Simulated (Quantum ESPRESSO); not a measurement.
Inputs of pw.x and gipaw.x (a modified build of Quantum ESPRESSO, PBE) for PN$_{7}$; the starting potential comes from an earlier run on another mesh:

```
&CONTROL
  calculation = 'scf'
  prefix = 'x'
  pseudo_dir = './pseudo'
  outdir = './out'
  tprnfor = .true.
/
&SYSTEM
  ibrav = 0
  nat = 8
  ntyp = 2
  ecutwfc = 50
  ecutrho = 200
  occupations = 'fixed'
  nbnd = 20
/
&ELECTRONS
  conv_thr = 1e-11
  startingpot = 'file'
/
ATOMIC_SPECIES
P 30.974 P.GGA_PBE-JTH.UPF
N 14.007 N.GGA_PBE-JTH.UPF
CELL_PARAMETERS angstrom
    5.843414135000     0.023699071000     0.023699071000
    0.023699071000     5.843414135000     0.023699071000
    0.023699071000     0.023699071000     5.843414135000
ATOMIC_POSITIONS crystal
P      0.047528921500     0.047528921500     0.047528921500
N      0.900825780100     0.900825780100     0.900825780100
N      0.452010969600     0.947669002400     0.546026964700
N      0.570858822600     0.069966347300     0.465113191800
N      0.546026964700     0.452010969600     0.947669002400
N      0.465113191800     0.570858822600     0.069966347300
N      0.947669002400     0.546026964700     0.452010969600
N      0.069966347300     0.465113191800     0.570858822600
K_POINTS automatic
3 3 3 1 1 1
```

```
&INPUTGIPAW
  job = 'nmr'
  prefix = 'x'
  tmp_dir = './out/'
  restart_mode = 'from_scratch'
  pawproj(1) = .true.
  pawproj(2) = .true.
  use_nmr_macroscopic_shape = .false.
/
```

The cell was made here from a computed Materials Project entry: one of 8 N replaced by P, cell and atoms relaxed (PBE without dispersion, pw.x of Quantum ESPRESSO, symmetry kept). The parent is N2 in Pa-3; whether this form has been observed was not checked. The swapped cell is a model, not a known phase. Stability against distortions was not tested.

Q: What does gipaw.x print for the total shieldings?

A: 
```
     f-sum rule (should be   -39.2308):
           -39.2256          0.0000          0.0000
             0.0000        -39.2256          0.0000
             0.0000          0.0000        -39.2256

     Total NMR chemical shifts in ppm: ---------------------------------------
     (adopting the Simpson convention for anisotropy and asymmetry)-----------

     Atom  1  P   pos: (  0.047914  0.047914  0.047914)  Total sigma:         -58.73
           -58.7289        504.4747        506.6049
           506.6049        -58.7289        504.4747
           504.4747        506.6049        -58.7289

     P       1    anisotropy:   1516.62    eta:    0.0000

     Atom  2  N   pos: (  0.908118  0.908118  0.908118)  Total sigma:        -407.35
          -407.3533        357.3773        358.2050
           358.2050       -407.3533        357.3773
           357.3773        358.2050       -407.3533

     N       2    anisotropy:   1073.37    eta:    0.0000

     Atom  3  N   pos: (  0.458061  0.951701  0.551695)  Total sigma:         -98.58
           -56.8818        260.2308       -169.4882
           262.6083        -43.0785       -177.2652
          -172.4398       -181.9616       -195.7939

     N       3    anisotropy:    640.99    eta:    0.0125

     Atom  4  N   pos: (  0.573020  0.074167  0.467704)  Total sigma:         -97.52
           -53.1380        264.0265       -172.4781
           260.8601        -43.5960       -175.2328
          -168.4019       -176.4760       -195.8283

     N       4    anisotropy:    639.03    eta:    0.0070

     Atom  5  N   pos: (  0.551695  0.458061  0.951701)  Total sigma:         -98.58
          -195.7939       -172.4398       -181.9616
          -169.4882        -56.8818        260.2308
          -177.2652        262.6083        -43.0785

     N       5    anisotropy:    640.99    eta:    0.0125

     Atom  6  N   pos: (  0.467704  0.573020  0.074167)  Total sigma:         -97.52
          -195.8283       -168.4019       -176.4760
          -172.4781        -53.1380        264.0265
          -175.2328        260.8601        -43.5960

     N       6    anisotropy:    639.03    eta:    0.0070

     Atom  7  N   pos: (  0.951701  0.551695  0.458061)  Total sigma:         -98.58
           -43.0785       -177.2652        262.6083
          -181.9616       -195.7939       -172.4398
           260.2308       -169.4882        -56.8818

     N       7    anisotropy:    640.99    eta:    0.0125

     Atom  8  N   pos: (  0.074167  0.467704  0.573020)  Total sigma:         -97.52
           -43.5960       -175.2328        260.8601
          -176.4760       -195.8283       -168.4019
           264.0265       -172.4781        -53.1380

     N       8    anisotropy:    639.03    eta:    0.0070
```
The printed anisotropy is 3/2 (σ_33 − σ_iso) in the program's own order; the axes are left out here. Anisotropies that symmetry doesn't fix are less certain than the isotropic values. These are absolute shieldings with no macroscopic susceptibility term; δ = σ_ref − σ needs a reference computed alike. By our sweeps, such settings leave a few ppm in absolute σ. The datasets of P hold no d projectors, which limits absolute σ on these atoms.
